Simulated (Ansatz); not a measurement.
## Calculated with Ansatz: CaAg₂Ge₂, single run

The input file (Ansatz 0.2.0, plane waves):

```yaml
crystal:
  lattice:
    - [0.0, 4.364211, 0.0]
    - [4.364211, 0.0, 0.0]
    - [2.182105, 2.182105, -5.508178]
  atoms:
    - { symbol: Ag, position: [0.75, 0.25, 0.5] }
    - { symbol: Ag, position: [0.25, 0.75, 0.5] }
    - { symbol: Ge, position: [0.389, 0.389, 0.222] }
    - { symbol: Ge, position: [0.611, 0.611, 0.778] }
    - { symbol: Ca, position: [0.0, 0.0, 0.0] }
  symmetry: { tolerance: 0.0003 }
kpoints:
  mp_grid: { grid: [5, 5, 5], shift: [0, 0, 0] }
magnetization:
  spin_polarized: false
scf:
  occupations: { method: fermi_dirac }
hamiltonian:
  pseudopotentials: { kind: paw }
  xc: r2scan
basis:
  ecutwfc: 500
  xc_grid: 1
output:
  forces: true
  stress: true
  eigenvalues: true
```

Launch command:

```bash
ansatz run input.yaml --threads 1 --pin off --max-ram 2560MiB --backend cpu --events-out ev --progress --plain --runs-dir out
```

Origin of the cell: a database entry, scaled a little.

The smearing width isn't typed, so it takes its default of 0.1 eV.

Output (shortened):

```
Pseudopotentials: kind: paw
Pseudopotential: Ag, paw, valence charge 19, recommended cutoff 500 eV (meta_gga), Ag.paw.azcp
Pseudopotential: Ge, paw, valence charge 14, recommended cutoff 500 eV (meta_gga), Ge.paw.azcp
Pseudopotential: Ca, paw, valence charge 10, recommended cutoff 500 eV (meta_gga), Ca.paw.azcp
Functional definition: r2SCAN
  exchange = r2scan_x(k0 = k0, k1 = k1, a1 = a1)
  correlation = r2scan_c
Crystal: 5 atoms, lattice volume = 104.911 Å³
Basis set: ecut = 500 eV, 2645 PW (Γ)
Bands: 46, of which v1, the nominal top of the filled ones, is band 38 counted from 1 (37 counted from 0)
Symmetry: 16 space group operations
[… 11 lines left out …]
Initial density: superposition of atomic densities (neutral atoms: chi_scale 0, normalization atom), corrected by the library's trained network
Functional: x = r2scan, c = r2scan; τ floored in thin density (d = 2e-4 eV/Å³)
SCF iter   1: F=—  HF=-25636.929178 eV  Δρ=8.46e-3  dr2=9.56e-2  dr2_τ=7.52e-3  defer=7
SCF iter   2: F=—  HF=-25636.959100 eV  Δρ=3.71e-3  dr2=1.36e-2  dr2_τ=1.30e-3  defer=25
SCF iter   3: F=—  HF=-25636.958067 eV  Δρ=1.63e-3  dr2=3.42e-3  dr2_τ=8.62e-5  defer=25
SCF iter   4: F=—  HF=-25636.957831 eV  Δρ=3.79e-4  dr2=1.65e-4  dr2_τ=1.16e-5  defer=25
SCF iter   5: F=—  HF=-25636.957872 eV  Δρ=1.64e-4  dr2=2.94e-5  dr2_τ=1.60e-6  defer=25
SCF iter   6: F=—  HF=-25636.957866 eV  Δρ=4.88e-5  dr2=2.89e-6  dr2_τ=1.15e-7  defer=25
SCF iter   7: F=—  HF=-25636.957867 eV  Δρ=1.03e-5  dr2=1.33e-7  dr2_τ=2.98e-9  defer=25
SCF iter   8: F=-25636.957867 eV  HF=-25636.957867 eV  Δρ=1.96e-6  dr2=6.00e-9  dr2_τ=1.36e-10
SCF 1 converged in 8 iterations: F = -25636.957867 eV  dr2 = 6.00e-9
SCF converged after 8 iterations
Free energy (F): -25636.957867 eV
Harris-Foulkes:  -25636.957867 eV  (|F-HF|=3.13e-9)
Internal energy: -25636.898244 eV  (E = F + TS)
E sigma→0 (E₀):  -25636.928056 eV
Entropy (-TS):   -0.059624 eV (-11.925 meV/atom)
Fermi energy:    11.402684 eV
--- Per-component energies (eV) ---
  E_band       = -1078.222972
  E_kinetic    = 1552.816436
  E_local      = -11401.282647  (includes V_loc(G=0)·N_el)
  E_nonlocal   = 1062.669224
  E_hartree    = 5034.400677
  E_xc         = -631.842129
  E_vxc        = -856.760649  (∫ρ·V_xc dr)
  E_paw        = -12774.076703  (= ΣΔE_a)
  E_vpaw       = -1562.441343  (= ΣTr[D̂ρ^β])
  E_aug_tail   = 0.000145  (compensation charges beyond the density's cutoff)
  E_vtau       = 57.972500  (kinetic-family band-sum trace: ∫τ·v_τ [+ j·A + Jᵃ·Aᵃ] dr)
  E_ewald      = -8476.172429
  E_core_change = -3.410818  (= ΣΔE_core)
  E_smearing   = -0.059624  (= −TS)
  Σ components = -25636.957867   (vs F -25636.957867, Δ=0.00e0)
--- Forces (eV/Å), atoms counted from 1 ---
  atom   1  Ag     0.000000    -0.000000    -0.000000
  atom   2  Ag    -0.000000     0.000000     0.000000
  atom   3  Ge     0.000000     0.000000     0.258371
  atom   4  Ge    -0.000000    -0.000000    -0.258371
  atom   5  Ca     0.000000    -0.000000     0.000000
  max |Σ_I F_I| component: 3.47e-18 eV/Å
--- Stress (GPa, compression-positive) ---
       -1.860524      -0.000000      -0.000000
       -0.000000      -1.860524      -0.000000
       -0.000000      -0.000000      -2.424263
  P = ⅓ Tr σ = -2.0484 GPa (-20.484 kbar)
```

Caveats: the k mesh is coarse if the cell is a metal.

The run took 5.2 s on 1 thread of Intel(R) Xeon(R) 6975P-C (Granite Rapids), on a shared host, peak memory 0.5 GiB, from the program's own first density.
